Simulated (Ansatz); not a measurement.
Level: PBE, no spin polarisation; 420 eV; 9×9×9 Γ-centred mesh; fermi-dirac occupations (width 0.1 eV); Ansatz 0.2.0, fixed geometry.

Computed maps in the lattice plane spanned by a (left to right, 4.37 Å, 13 points from zero) and b (bottom to top, 4.37 Å, 13 points from zero), 120° apart, at height 0.500 along c. The fields are smooth PAW ones with compensation charges, not the true ones near nuclei.

Valence density. Digits on a logarithmic scale: 0 up to 0.03 e/Å³, each further digit a factor of 1.6, 9 from 1.3 e/Å³ up:
```
3322234322233
2223578532223
2236999632222
2259999522222
2379998322332
2489984235653
2356532489984
2233223899973
2222225999952
2222236999632
2322235875322
3332223432223
3322222222223
```

ELF. Ten even steps from '0' (0.02) to '9' (0.61):
```
4552000002554
5510388301555
4205989502455
2039449302212
0088488000000
0089980003530
0035300089980
0000000884880
2212203944930
4554205989502
5555103883015
4455200000255
4454200002454
```

Q: The cell is Na$_{2}$Ag. Which atoms lie within 0.2 Å of this plane, and where (fractions of a and b)?

A: Na at (0.33, 0.67), Na at (0.67, 0.33). The whole cell:
```
CELL_PARAMETERS angstrom
4.37398 0.00000 0.00000
-2.18699 3.78798 0.00000
0.00000 0.00000 3.83151
ATOMIC_POSITIONS crystal
Na 0.33330 0.66670 0.50000
Na 0.66660 0.33330 0.50000
Ag 0.00000 0.00000 0.00000
```

Origin: a known structure type with other elements, at an estimated volume, so it need not be a known compound.
